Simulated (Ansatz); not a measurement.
Pd:
```xyz
1
Lattice="0.0000 1.9482 1.9482 1.9482 0.0000 1.9482 1.9482 1.9482 0.0000" Properties=species:S:1:pos:R:3 pbc="T T T"
Pd     0.0000     0.0000     0.0000
```

Relaxed with r²SCAN+D4. Special points in fractions of this cell's reciprocal vectors: Γ (0.000, 0.000, 0.000); X (0.500, 0.000, 0.500); U (0.625, 0.250, 0.625); K (0.375, 0.375, 0.750); L (0.500, 0.500, 0.500); W (0.500, 0.250, 0.750).

Task: List the band energies nearest the Fermi level at these points for r²SCAN+D4 (plane waves, PAW; program Ansatz).

Result: In eV from the Fermi level; about four levels below and three above (degenerate sets whole), none deeper than 8.9 eV; … stands for higher levels left out; points with the same levels are listed once.

```csv
k,below,above
Γ,-7.11 -2.90 -2.90 -2.90,…
X,-5.49 -5.22 -0.10,0.31 0.31 …
U,-4.22 -1.97 -1.01 -0.16,…
L,-2.97 -2.97 -0.04 -0.04,…
W,-4.40 -3.43 -3.43 -1.38,0.31 …
```

Space group Fm-3m (fcc (Cu type)). The r²SCAN+D4 relaxation kept the symmetry of its start. The run is not spin-polarised. The pairwise dispersion correction was not fitted to metals. Spin–orbit coupling is left out wherever it is not named.

Potentials: the later of the program's two PAW sets.
